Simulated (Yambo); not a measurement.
```
CELL_PARAMETERS angstrom
      2.78347     1.60704     4.83540
     -2.78347     1.60704     4.83540
      0.00000    -3.21407     4.83540
ATOMIC_POSITIONS crystal
  O  0.68868 0.90602 0.25466
  O  0.25466 0.68868 0.90602
  O  0.90602 0.25466 0.68868
  F  0.35979 0.12880 0.82407
  F  0.82407 0.35979 0.12880
  F  0.12880 0.82407 0.35979
  Na 0.22602 0.22602 0.22602
  Na 0.50992 0.50992 0.50992
  Na 0.72763 0.72763 0.72763
  Mo 0.00022 0.00022 0.00022
```

Workflow: PBEsol (pw.x of Quantum ESPRESSO, ONCV potentials, no spin-orbit coupling), then G0W0 in Yambo (2×2×2 Γ-centred k mesh, bands 5 to 203 and a 7 Ry block in the screening, 203 bands in G with the Bruneval-Gonze terminator, plasmon pole fitted at 27.2 eV).

### Question
Give the PBEsol and G0W0 gaps between the band edges found on this mesh, and say where the edges lie.

### Answer
Edges: L → Z. PBEsol: 4.09 eV; G0W0: 7.23 eV. Nearest settings tried, and what they do to the gap: 88 bands in G: +44 meV. Not varied: bands in W, block, mesh. So the settings aren't converged at that level. The k mesh is coarse. Spin-orbit splittings are left out.

Geometry of the Materials Project entry, not relaxed at this level.
